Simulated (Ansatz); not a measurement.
## Na2SrSn4 squeezed and stretched

A database entry relaxed whole under r2SCAN (C2/c):

```yaml
crystal:
  lattice:
    - [9.42329, -3.42972, 0.27998]
    - [9.42329, 3.42972, 0.27998]
    - [-0.25719, 0.00000, 6.58464]
  atoms:
    - { symbol: Na, position: [0.41103, 0.18060, 0.75561] }
    - { symbol: Na, position: [0.81940, 0.58897, 0.74439] }
    - { symbol: Na, position: [0.58897, 0.81940, 0.24439] }
    - { symbol: Na, position: [0.18060, 0.41103, 0.25561] }
    - { symbol: Sr, position: [0.22462, 0.77538, 0.25000] }
    - { symbol: Sr, position: [0.77538, 0.22462, 0.75000] }
    - { symbol: Sn, position: [0.62644, 0.21598, 0.24697] }
    - { symbol: Sn, position: [0.78402, 0.37356, 0.25303] }
    - { symbol: Sn, position: [0.37356, 0.78402, 0.75303] }
    - { symbol: Sn, position: [0.21598, 0.62644, 0.74697] }
    - { symbol: Sn, position: [0.85095, 0.84566, 0.99867] }
    - { symbol: Sn, position: [0.15434, 0.14905, 0.50133] }
    - { symbol: Sn, position: [0.14905, 0.15434, 0.00133] }
    - { symbol: Sn, position: [0.84566, 0.85095, 0.49867] }
```

The cell was scaled uniformly, its shape held, and the atoms relaxed at each volume with plane-wave PAW DFT (Ansatz 0.2.0; r2SCAN, 500 eV, 5×5×4 Γ-centred mesh, fermi-dirac occupations of width 0.100 eV; no spin, no spin-orbit coupling). One row is withheld.

```tsv
volume (Å³/atom)	energy over the lowest (meV/atom)	pressure (GPa)
28.611	10.5	1.92
29.219	4.5	1.20
29.828	1.1	0.55
30.437	0.0	-0.02
31.046	1.0	-0.54
31.654	?	?
32.263	8.4	-1.43
```

Q: Fit the pressures of the other rows to the third-order Birch-Murnaghan form.

A: With f = [(V₀/V)^(2/3) − 1]/2 and P = 3B₀f(1 + 2f)^(5/2)[1 + 3(B₀′ − 4)f/2], least squares gives V₀ = 30.41 Å³ an atom, B₀ = 27.5 GPa and B₀′ = 4.4; the rows miss the fit by less than 0.01 GPa. The slope of the energies differs from these pressures by less than 0.05 GPa.

Q: What does the withheld row hold?

A: The fit gives -1.01 GPa at 31.654 Å³; the run gave -1.01 GPa and 3.9 meV an atom.

Caveats: the shape of the cell was held, so B₀ is an upper bound where the axes differ in stiffness; 0 K, fixed nuclei; the symmetry was kept, and this need not be the phase that is stable at 0 K; one mesh for all volumes; every run is gapless at this level; pressure is positive in compression.
